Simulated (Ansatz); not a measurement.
A frame of B₉W from dynamics at 3600 K, with the forces (eV/Å) computed on a k mesh in the last three columns. Level of theory: Ansatz 0.2.0, DFT PBE, scalar-relativistic, plane waves, PAW.

Settings: cutoff 420 eV, Γ-centred mesh 4×4×4 on the computed 20-atom cell, Fermi–Dirac smearing of 0.31 eV; no spin polarisation.

```xyz
20
Lattice="5.289 0.055 -0.154 0.055 5.617 -0.030 -0.154 -0.030 5.383" Properties=species:S:1:pos:R:3:forces:R:3 pbc="T T T"
B     0.792    3.947    3.218   -0.440   -1.760    0.850
B     2.809    3.365    2.415   -0.510    0.930    0.940
B     1.492    3.477    1.288   -1.140   -0.890   -1.170
B     3.519    3.703    0.800   -0.950    0.850    1.410
B     0.165    5.314    2.503    0.650    1.170   -0.480
B     2.271    3.253    4.985   -0.700    0.200   -1.750
B     4.348    2.554    1.939   -1.010    0.300    0.180
B     3.403    0.859    2.171   -3.780    0.970   -1.830
B     0.375    1.894    0.554    4.110    1.920   -1.550
B     3.519    5.562    0.506   -2.110   -0.640    1.460
B     2.642    2.088    3.621   -0.640    3.160   -0.180
B     4.472    3.287    4.037    0.690   -1.330   -0.300
B     1.652    0.464    1.494   -1.140    0.720   -1.020
B     4.441    1.222    0.938   -2.200   -1.610    0.180
B     3.750    4.863    2.273   -0.100   -1.010    0.910
B     0.504    4.957    0.429    3.030    4.090    0.650
B     0.441    1.563    2.340    1.260   -1.970    0.970
B     5.151    3.692    0.461   -0.780   -4.980   -1.040
W     4.132    0.803    4.142    5.570   -1.280    1.170
W     1.568    0.087    4.252    0.200    1.150    0.630
```

Static pressure 8.9 GPa (no kinetic part), no gap on the mesh.

Counting as bonded all pairs within 1.2 times the summed covalent radii:

```csv
atom → neighbour,mean count,mean length (Å),spread (Å)
B → B,4.00,1.80,0.13
B → W,1.22,2.46,0.25
W → B,11.00,2.46,0.25
W → W,2.00,2.73,0.07
```

Angles between all pairs of such bonds at an atom (mean ± spread): 100 ± 31° at B, 95 ± 35° at W.

Spin-orbit coupling is left out, which matters for the bands of heavy elements.

Cost: 1 run of about 0.66 core-minutes, on Intel Xeon Platinum 8488C (Sapphire Rapids) (shared hosts).